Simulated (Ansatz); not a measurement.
AlAs (zinc blende, F-43m) at seven volumes, LDA in the plane-wave PAW code Ansatz, scaled uniformly. One row is withheld.

```tsv
V (Å³/atom)	P (GPa)
20.287	8.69
20.955	?
21.624	2.46
22.293	0.00
22.962	-2.09
23.631	-3.88
24.299	-5.40
```

Fit the shown pressures and predict the withheld one.

Third-order Birch–Murnaghan: P = (3/2)B₀(x^(7/2) − x^(5/2))[1 + (3/4)(B′ − 4)(x − 1)] with x = (V₀/V)^(2/3). Least squares on the six rows gives V₀ = 22.294 Å³/atom, B₀ = 75.34 GPa, B′ = 4.26. At V = 20.955, x = 1.0422 and P = 5.33 GPa. The run itself gave 5.33 GPa.

The cell was relaxed with LDA under the symmetry of its start.

Potentials: the earlier of the program's two PAW sets. The files were generated under PBE; for other functionals the program regenerates the frozen cores, and for LDA and PBEsol the local potential too.
